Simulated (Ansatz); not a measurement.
Ansatz input

```yaml
crystal:
  lattice:
    - [2.8115133476, 0.0, 0.0]
    - [-1.4057566738, 2.4348419821, 0.0]
    - [0.0, 0.0, 5.1605212367]
  atoms:
    - { symbol: Nb, position: [0.3333333333, 0.6666666667, 0.25] }
    - { symbol: Nb, position: [0.6666666667, 0.3333333333, 0.75] }
hamiltonian:
  xc: lda
  pseudopotentials:
    kind: paw
    azcp:
      Nb: "pseudopotentials/Nb.paw.azcp"
basis:
  ecutwfc: 420
  fft_grid_basis: typed
kpoints:
  mp_grid: { grid: [21, 21, 10], shift: [0, 0, 0] }
magnetization:
  spin_polarized: false
scf:
  occupations: { method: fermi_dirac, width: 0.1 }
```

Output

```
Warning: the record states the generating functional pbe (its physics header spells it `PBE`), which answers neither for hamiltonian.xc's functional nor for the lda family's — results may be inconsistent (PPs are generated against a specific XC)
Engine: ansatz 0.2.0, aarch64-unknown-linux-gnu
Pseudopotentials: kind: paw
Pseudopotential: Nb, paw, valence charge 13, recommended cutoff 420 eV (normal) 
Functional definition: SPW92
  exchange = slater_x
  correlation = pw_c
Crystal: 2 atoms, lattice volume = 35.327 Å³
Basis set: ecut = 420 eV, 677 PW (Γ)
Bands: 17, of which v1, the nominal top of the filled ones, is band 13 counted from 1 (12 counted from 0)
Symmetry: 24 space group operations
Space group: P63/mmc (ITA 194), of the structure as read, at distance tolerance 3.3e-5 Å
k-points: 288 of 4410
Non-local potential: Nb, projectors of the file, l = 0: 3, l = 1: 2, l = 2: 2, l = 3: 1
PAW form: soft (Blöchl's): semilocal exchange-correlation on the pseudo side does not see the compensation charge
PAW frozen core: Nb, regenerated for the run's functional, and the local potential with it (the file was generated under x = pbe(κ = 0.804, μ = 0.2195149727645171), c = pbe(β = 0.06672455060314922))
PAW one-centre angular grid: Nb, 590 points (default); XC on 64 Gauss nodes
Initial density: superposition of atomic densities (neutral atoms: chi_scale 0, normalization atom), corrected by the library's trained network
Initial wavefunctions: pseudopotential atomic-orbital guess
Functional: x = slater, c = lda
SCF iter   1: F=—  HF=-8884.603203 eV  |F-HF|=—  |Δ(HF+E_count)|=         —  Δρ=6.92e-3  dr2=9.63e-3  ethr=1.77e-3  ⟨swp⟩=5.1  Hψ=22187  notcnv=0
SCF iter   2: F=—  HF=-8884.601288 eV  |F-HF|=—  |Δ(HF+E_count)|=   1.92e-3  Δρ=4.11e-3  dr2=3.84e-3  ethr=3.70e-5  ⟨swp⟩=1.2  Hψ=7331  notcnv=0
SCF iter   3: F=—  HF=-8884.600302 eV  |F-HF|=—  |Δ(HF+E_count)|=   9.86e-4  Δρ=6.41e-4  dr2=7.56e-5  ethr=1.48e-5  ⟨swp⟩=2.5  Hψ=8095  notcnv=0
SCF iter   4: F=—  HF=-8884.600287 eV  |F-HF|=—  |Δ(HF+E_count)|=   1.52e-5  Δρ=2.65e-4  dr2=1.57e-5  ethr=2.91e-7  ⟨swp⟩=2.0  Hψ=8669  notcnv=0
SCF iter   5: F=—  HF=-8884.600281 eV  |F-HF|=—  |Δ(HF+E_count)|=   5.95e-6  Δρ=5.30e-5  dr2=6.78e-7  ethr=6.02e-8  ⟨swp⟩=2.0  Hψ=7825  notcnv=0
SCF iter   6: F=-8884.600280 eV  HF=-8884.600280 eV  |F-HF|=2.15e-9  |Δ(HF+E_count)|=   2.25e-7  Δρ=4.79e-6  dr2=6.92e-9  ethr=3.85e-10  ⟨swp⟩=2.3  Hψ=9952  notcnv=0
SCF 1 converged in 6 iterations: F = -8884.600280 eV  dr2 = 6.92e-9
SCF converged after 6 iterations
Free energy (F): -8884.600280 eV
Harris-Foulkes:  -8884.600280 eV  (|F-HF|=2.15e-9)
Internal energy: -8884.512446 eV  (E = F + TS)
E sigma→0 (E₀):  -8884.556363 eV
Entropy (-TS):   -0.087835 eV (-43.917 meV/atom)
Fermi energy:    18.279100 eV
--- Per-component energies (eV) ---
  E_band       = -128.929153
  E_kinetic    = 793.982890
  E_local      = -1387.944719  (includes V_loc(G=0)·N_el)
  E_nonlocal   = 249.970537
  E_hartree    = 432.168299
  E_xc         = -349.755504
  E_vxc        = -426.433573  (∫ρ·V_xc dr)
  E_paw        = -5930.762588  (= ΣΔE_a)
  E_vpaw       = -222.840735  (= ΣTr[D̂ρ^β])
  E_aug_tail   = 0.000012  (compensation charges beyond the density's cutoff)
  E_ewald      = -2693.022761
  E_core_change = 0.851389  (= ΣΔE_core)
  E_smearing   = -0.087835  (= −TS)
  E_closure    = 0.000000  (closes the sum)
  Σ components = -8884.600280   (vs F -8884.600280, Δ=0.00e0)
```
